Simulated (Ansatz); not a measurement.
Here is the system:

MoS₂ (2H-MoS2 type, space group P6_3/mmc)

```yaml
crystal:
  lattice:
    - [3.14944, 0.00000, 0.00000]
    - [-1.57472, 2.72750, 0.00000]
    - [0.00000, 0.00000, 12.09150]
  atoms:
    - { symbol: Mo, position: [0.33333, 0.66667, 0.25000] }
    - { symbol: Mo, position: [0.66667, 0.33333, 0.75000] }
    - { symbol: S, position: [0.33333, 0.66667, 0.62050] }
    - { symbol: S, position: [0.66667, 0.33333, 0.12050] }
    - { symbol: S, position: [0.66667, 0.33333, 0.37950] }
    - { symbol: S, position: [0.33333, 0.66667, 0.87950] }
```

Equation-of-state scan: isotropic scaling of the cell above, V₀ being its volume. The atoms relax within the cell's symmetry.

All values below come from PBE-D3(BJ) (plane waves to 420 eV, PAW, scalar-relativistic; Ansatz, a first-principles code). k mesh 12×12×3 (Γ-centred), Fermi-Dirac smearing 0.05 eV. E stands for the smeared free energy. Compression counts positive. With the shape held, the modulus is that of even scaling; a crystal free to change shape is softer. MoS2 is run without spin polarisation. MoS2 was relaxed with its symmetry unable to fall. The PAW data are Ansatz's earlier set. ΔE is measured from the relaxed starting cell.

The scan covers V/V₀ from 0.940 to 1.060 in 13 points.

What bulk modulus at fixed cell shape B₀ follows from a third-order Birch-Murnaghan fit?

75.2 GPa.

What is the fitted pressure derivative B₀′?

4.2.

(Under strain, the slope of the energy per volume gives the stress and its curvature an elastic modulus.)
